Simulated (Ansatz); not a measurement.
## Stationary points along a deformation path in Re

Theory: Ansatz 0.2.0, DFT PBEsol, scalar-relativistic, plane waves, PAW. Settings: plane waves to 420 eV, k-mesh 21×21×12 (Γ-centred), Gaussian smearing 0.15 eV. Spin–orbit coupling is left out, which can shift energies with elements as heavy as these. No spin polarisation. Energies are free energies at this smearing, counted from the undisturbed cell; pressure is positive in compression.

The undisturbed cell (as given, not relaxed at this level; it stands at -6.7 GPa):

```xyz
2
Lattice="2.7653 0.0000 0.0000 -1.3827 2.3949 0.0000 0.0000 0.0000 4.4736" Properties=species:S:1:pos:R:3 pbc="T T T"
Re    0.0000    1.5966    1.1184
Re    1.3827    0.7983    3.3552
```

At fixed volume and fractional coordinates, lengths along (0.000, 0.000, 1.000) are scaled against those across it; ρ is that ratio over its starting value. V = 14.813 Å³/atom. Δσ is the stress along the axis less the mean stress across it (compression positive).

```csv
ρ,ΔE (meV/atom),Δσ (GPa),space group
0.800,485.6,58.36,P6_3/mmc
0.850,283.3,49.45,P6_3/mmc
0.920,82.1,31.18,P6_3/mmc
0.960,19.3,15.99,P6_3/mmc
1.000,0.0,-1.06,P6_3/mmc
1.050,36.9,-23.89,P6_3/mmc
1.100,137.6,-45.75,P6_3/mmc
1.200,479.6,-80.42,P6_3/mmc
1.300,940.9,-104.53,P6_3/mmc
```

Q: How does the stress give the slope of the energy, and where is the energy stationary?

A: Along the path d ln(length) is 2/3 d ln ρ on the axis and −1/3 d ln ρ across it, so dE/d ln ρ = −(2/3) V Δσ: the energy falls with ρ where Δσ is positive. Δσ vanishes or changes sign between ρ = 0.960 and 1.000, a minimum (near 1.00 by linear interpolation). Pairs of stationary points between two samples would go unseen, and could change a minimum read from distant neighbours into a maximum.

Q: Integrate that slope from ρ = 1 to 0.850 by the trapezoid rule.

A: With V/N in Å³ and 1 eV/Å³ = 160.2 GPa the slopes at ρ = 1.000, 0.960, 0.920, 0.850 are 65, -986, -1922, -3048 meV/atom per unit of ln ρ. The steps add 18.8 + 61.9 + 196.6 = 277.3 meV/atom, against 283.3 from the energies; the trapezoid rule misses the curvature of the slope within each step.

In a metal these slopes depend on the k mesh and the smearing.